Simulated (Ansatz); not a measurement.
Input file for Ansatz (a first-principles code):

Ansatz 0.2 input:
```yaml
crystal:
  lattice:
    - [4.0193334237, 0.0, 0.0]
    - [0.0, 4.0193334237, 0.0]
    - [0.0, 0.0, 4.0193334237]
  atoms:
    - { symbol: Ba, position: [0.5, 0.5, 0.5] }
    - { symbol: Ti, position: [0.0, 0.0, 0.0] }
    - { symbol: O, position: [0.0, 0.5, 0.0] }
    - { symbol: O, position: [0.5, 0.0, 0.0] }
    - { symbol: O, position: [0.0, 0.0, 0.5] }
kpoints:
  mp_grid: { grid: [6, 6, 6] }
  band_path:
    path:
      - [[0.0, 0.0, 0.0], [0.0, 0.5, 0.0], [0.5, 0.5, 0.0], [0.0, 0.0, 0.0], [0.5, 0.5, 0.5], [0.0, 0.5, 0.0]]  # Γ-X-M-Γ-R-X
      - [[0.5, 0.5, 0.5], [0.5, 0.5, 0.0]]  # R-M
      - [VBM, CBM]
    npoints: 12
basis: { xc_grid: 2 }
hamiltonian:
  xc: pbe
  pseudopotentials: { kind: paw }
magnetization: { noncollinear: true, spin_orbit: true }
scf:
  n_extra_bands: 12
  convergence: { dr2_threshold: 0.0000000001 }
  occupations: { method: gaussian, width: 0.01 }
checkpoint: { write: soc.run }
output: { eigenvalues: true }
```

Output (shortened):

```
Pseudopotential: Ba, paw_fr, valence charge 10
Pseudopotential: Ti, paw_fr, valence charge 12
Pseudopotential: O, paw_fr, valence charge 6
Functional definition: PBE
non-collinear run that drives no moment, with spin-orbit …
Crystal: 5 atoms, lattice volume = 64.932 Å³
Basis set: ecut = 420 eV, 1309 PW (Γ), exchange–correlation on 54×54×54 points (8 copies of the dense FFT grid, shifted against one another)
Bands: 52, of which v1, the nominal top of the filled ones, is band 40 counted from 1 (39 counted from 0)
Symmetry: 48 space group operations + 48 with time reversal
k-points: 20 of 216
Projection manifold: j_resolved (fully-relativistic pseudo-atomic orbitals)
SCF iter   1: F=—  HF=-10164.777953 eV  |F-HF|=—  |Δ(HF+E_count)|=         —  Δρ=5.08e-2  dr2=2.00e0  dr2_m=0.00e0 (ungated)  ethr=3.10e-3  |M|=0.00e0 ∫|m|=0.00e0 μB  |m|>n=0.0e0 m-floor=0.0e0 τ_xc=0.0e0  β_m=0.30  ⟨swp⟩=8.3  Hψ=2650  notcnv=0
preconditioner: auto → Resta (q_TF=auto, 2.517 Å⁻¹)
spin=Noncollinear: Resta preconditioning applied to the charge; magnetization (m_x, m_y, m_z) channels mix plain (no charge-response kernel on spin).
SCF iter   2: F=—  HF=-10164.530593 eV  |F-HF|=—  |Δ(HF+E_count)|=   2.47e-1  Δρ=3.44e-2  dr2=8.83e-1  dr2_m=0.00e0 (ungated)  ethr=3.10e-3  |M|=0.00e0 ∫|m|=0.00e0 μB  |m|>n=0.0e0 m-floor=0.0e0 τ_xc=0.0e0  β_m=0.55  ⟨swp⟩=2.5  Hψ=687  notcnv=0  defer=104
SCF iter   3: F=—  HF=-10164.401310 eV  |F-HF|=—  |Δ(HF+E_count)|=   1.29e-1  Δρ=1.08e-2  dr2=9.01e-2  dr2_m=0.00e0 (ungated)  ethr=2.21e-3  |M|=0.00e0 ∫|m|=0.00e0 μB  |m|>n=0.0e0 m-floor=0.0e0 τ_xc=0.0e0  β_m=0.61  ⟨swp⟩=2.9  Hψ=860  notcnv=0  defer=104
SCF iter   4: F=—  HF=-10164.400560 eV  |F-HF|=—  |Δ(HF+E_count)|=   7.51e-4  Δρ=6.81e-3  dr2=2.94e-2  dr2_m=0.00e0 (ungated)  ethr=2.25e-4  |M|=0.00e0 ∫|m|=0.00e0 μB  |m|>n=0.0e0 m-floor=0.0e0 τ_xc=0.0e0  β_m=0.60  ⟨swp⟩=2.5  Hψ=867  notcnv=0  defer=104
SCF iter   5: F=—  HF=-10164.399386 eV  |F-HF|=—  |Δ(HF+E_count)|=   1.17e-3  Δρ=1.64e-3  dr2=1.39e-3  dr2_m=0.00e0 (ungated)  ethr=7.36e-5  |M|=0.00e0 ∫|m|=0.00e0 μB  |m|>n=0.0e0 m-floor=0.0e0 τ_xc=0.0e0  β_m=0.78  ⟨swp⟩=3.0  Hψ=863  notcnv=0  defer=102
SCF iter   6: F=—  HF=-10164.400162 eV  |F-HF|=—  |Δ(HF+E_count)|=   7.76e-4  Δρ=6.91e-4  dr2=4.02e-4  dr2_m=0.00e0 (ungated)  ethr=3.47e-6  |M|=0.00e0 ∫|m|=0.00e0 μB  |m|>n=0.0e0 m-floor=0.0e0 τ_xc=0.0e0  β_m=0.83  ⟨swp⟩=2.5  Hψ=936  notcnv=0  defer=100
SCF iter   7: F=—  HF=-10164.400163 eV  |F-HF|=—  |Δ(HF+E_count)|=   1.13e-6  Δρ=1.69e-4  dr2=2.36e-5  dr2_m=0.00e0 (ungated)  ethr=1.00e-6  |M|=0.00e0 ∫|m|=0.00e0 μB  |m|>n=0.0e0 m-floor=0.0e0 τ_xc=0.0e0  β_m=0.91  ⟨swp⟩=2.0  Hψ=711  notcnv=0  defer=100
SCF iter   8: F=—  HF=-10164.400168 eV  |F-HF|=—  |Δ(HF+E_count)|=   5.00e-6  Δρ=2.18e-5  dr2=4.34e-7  dr2_m=0.00e0 (ungated)  ethr=5.89e-8  |M|=0.00e0 ∫|m|=0.00e0 μB  |m|>n=0.0e0 m-floor=0.0e0 τ_xc=0.0e0  β_m=0.96  ⟨swp⟩=2.2  Hψ=785  notcnv=0  defer=100
SCF iter  11: F=-10164.400170 eV  HF=-10164.400170 eV  |F-HF|=1.27e-11  |Δ(HF+E_count)|=  2.47e-10  Δρ=1.67e-7  dr2=1.87e-11  dr2_m=0.00e0 (ungated)  ethr=1.00e-12  |M|=0.00e0 ∫|m|=0.00e0 μB  |m|>n=0.0e0 m-floor=0.0e0 τ_xc=0.0e0  ⟨swp⟩=10.8  Hψ=1931  notcnv=0
SCF 1 converged in 11 iterations: F = -10164.400170 eV  dr2 = 1.87e-11
NSCF: frozen V_eff on 20 k-points
NSCF: frozen V_eff on 20 k-points
NSCF: frozen V_eff on 20 k-points
NSCF: frozen V_eff on 20 k-points
NSCF: frozen V_eff on 4 k-points
NSCF: frozen V_eff on 6 k-points
NSCF: frozen V_eff on 6 k-points
NSCF: frozen V_eff on 6 k-points
NSCF: frozen V_eff on 6 k-points
NSCF: frozen V_eff on 3 k-points
NSCF: frozen V_eff on 87 k-points
SCF converged after 11 iterations
Magnetization: |M| = 0.0000 μB,  M = (+0.0000, +0.0000, +0.0000) μB
Absolute magnetization: 0.0000 μB (∫|m|)
  site 0: m = (+0.0000, +0.0000, +0.0000) μB, |m| = 0.0000 μB  (R = 1.17 Å)
  site 1: m = (+0.0000, +0.0000, +0.0000) μB, |m| = 0.0000 μB  (R = 0.83 Å)
  site 2: m = (+0.0000, +0.0000, +0.0000) μB, |m| = 0.0000 μB  (R = 0.83 Å)
  site 3: m = (+0.0000, +0.0000, +0.0000) μB, |m| = 0.0000 μB  (R = 0.83 Å)
  site 4: m = (+0.0000, +0.0000, +0.0000) μB, |m| = 0.0000 μB  (R = 0.83 Å)
Free energy (F): -10164.400170 eV
Harris-Foulkes:  -10164.400170 eV  (|F-HF|=1.27e-11)
Internal energy: -10164.400170 eV  (E = F + TS)
E sigma→0 (E₀):  -10164.400170 eV
Fermi energy:    11.014766 eV
--- Per-component energies (eV) ---
  E_band       = -147.786368
  E_kinetic    = 968.564196
  E_local      = -2109.151526  (includes V_loc(G=0)·N_el)
  E_nonlocal   = 203.265570
  E_hartree    = 821.950817
  E_xc         = -491.114467
  E_vxc        = -545.610423  (∫ρ·V_xc dr)
  E_paw        = -6748.865474  (= ΣΔE_a)
  E_vpaw       = -308.763273  (= ΣTr[D̂ρ^β])
  E_aug_tail   = 0.007357  (compensation charges beyond the density's cutoff)
  E_ewald      = -2809.056642
  E_smearing   =  0.000000  (= −TS)
  E_closure    =  0.000000  (closes the sum)
  Σ components = -10164.400170   (vs F -10164.400170, Δ=0.00e0)
  [band-id]    e_kinetic+e_local+e_nonlocal+2·e_hartree+e_vxc+e_vpaw+e_augmentation_tail = -147.786466   (vs E_band -147.786368, Δ=-9.82e-5)
--- Band table (eV; the first three rows and the last of 20) ---
  k-point 0: bands = ["-46.4741", "-46.4741", "-23.1315", "-23.1315", "-22.4717", "-22.4717", "-22.4717", "-22.4717", "-14.5067", "-14.5067", "-6.6877", "-6.6877", "-6.0175", "-6.0175", "-6.0175", "-6.0175", "-1.0640", "-1.0640", "0.8499", "0.8499", "0.8499", …
  k-point 1: bands = ["-46.4739", "-46.4739", "-23.1350", "-23.1350", "-22.4799", "-22.4799", "-22.4712", "-22.4712", "-14.4786", "-14.4786", "-6.7059", "-6.7059", "-6.0097", "-6.0097", "-5.9917", "-5.9917", "-1.0101", "-1.0101", "0.8957", "0.8957", "0.9323", …
  k-point 2: bands = ["-46.4735", "-46.4735", "-23.1422", "-23.1422", "-22.4960", "-22.4960", "-22.4702", "-22.4702", "-14.4213", "-14.4213", "-6.8222", "-6.8222", "-5.9940", "-5.9940", "-5.8410", "-5.8410", "-0.9072", "-0.9072", "0.9914", "0.9914", "1.1006", …
  k-point 19: bands = ["-46.4718", "-46.4718", "-23.1708", "-23.1708", "-22.5164", "-22.5164", "-22.5164", "-22.5164", "-14.2542", "-14.2542", "-5.8109", "-5.8109", "-5.7858", "-5.7858", "-5.7858", "-5.7858", "-1.6053", "-1.6053", "0.0822", "0.0822", …
```

Cost: about 100 core-seconds (a rough figure) on shared cores.

Space group Pm-3m (cubic perovskite). This is a known high-temperature phase of the composition, computed here at zero pressure and temperature. The cell was relaxed with PBE under the symmetry of its start. At this level the phase is dynamically unstable (imaginary phonons). No spin polarisation was allowed.

Potentials: the later of the program's two PAW sets.

Ansatz is a plane-wave DFT program.
